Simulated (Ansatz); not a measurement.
Rocksalt AgCl, relaxed with r2SCAN, was run in the PAW code Ansatz under altered settings. All numbers are computed, without spin polarisation but where a row says otherwise.

```
CELL_PARAMETERS angstrom
0.00000 2.77318 2.77318
2.77318 0.00000 2.77318
2.77318 2.77318 0.00000
ATOMIC_POSITIONS crystal
Ag 0.00000 0.00000 0.00000
Cl 0.50000 0.50000 0.50000
```

The base run's other keys:
```yaml
kpoints:
  mp_grid: { grid: [4, 4, 4] }
hamiltonian:
  xc: hse06
scf:
  occupations: { method: fixed }
  n_extra_bands: 4
```

It takes 12 iterations with 869 plane waves at 420 eV and 8 k points, and leaves a mean stress of +1.50 GPa. The gap over this mesh is 2.417 eV.

Outcomes, with energy and stress as changes against the base:
```csv
setting,outcome,ΔF (meV/atom),Δ mean stress (GPa),gap on the mesh (eV),iterations
"PBE hybrid, exx coeff 1.0, omega 0.1 1/Å",converged,–,-0.8,8.849,21
"PBE hybrid, exx coeff 0.1, omega 0.2078 1/Å",converged,–,+0.2,1.497,12
"PBE hybrid, exx coeff 0.15, omega 0.3 1/Å",converged,–,+0.1,1.667,12
"PBE hybrid, exx coeff 0.2, omega 0.5 1/Å",converged,–,+0.2,1.636,13
scf.mixing.beta: 0.05,converged,0.0,0.0,2.417,14
basis.ecutwfc: 120,"converged, warned",+87552,-4.3,1.422,15
```
A dash marks a value that wasn't obtained or can't be compared. Stress is positive in compression.

- PBE hybrid, exx coeff 1.0, omega 0.1 1/Å. That is 100 % exact exchange, screened with ω = 0.1 1/Å, against HSE06's 25 % screened at 0.208 1/Å. The mean stress moves by -0.8 GPa and the gap on the mesh by +6.432 eV (to 8.849). Totals of different functionals aren't comparable. The program warns that on this mesh the truncation of the exchange isn't bounded, so part of the change can be an error of the mesh.
- PBE hybrid, exx coeff 0.1, omega 0.2078 1/Å. That is 10 % exact exchange, screened with ω = 0.2078 1/Å, against HSE06's 25 % screened at 0.208 1/Å. The mean stress moves by +0.2 GPa and the gap on the mesh by -0.920 eV (to 1.497). Totals of different functionals aren't comparable.
- PBE hybrid, exx coeff 0.2, omega 0.5 1/Å. That is 20 % exact exchange, screened with ω = 0.5 1/Å, against HSE06's 25 % screened at 0.208 1/Å. The mean stress moves by +0.2 GPa and the gap on the mesh by -0.781 eV (to 1.636). Totals of different functionals aren't comparable.
- basis.ecutwfc: 120. 137 plane waves in place of 869. The free energy moves by +87552 meV an atom, the mean stress by -4.3 GPa and the gap on the mesh by -0.995 eV (to 1.422). The basis is too small: these are errors of the cutoff. Warned: cutoff below recommended, metallic iterate.

Within 1 meV an atom, 0.1 GPa and 0.005 eV of the base stay: scf.mixing.beta: 0.05.

Spin-orbit coupling is left out.

The program warns that its thresholds are loose for a hybrid's stress.

The meshes of the hybrids are coarse, so their gaps aren't converged to the digits shown.
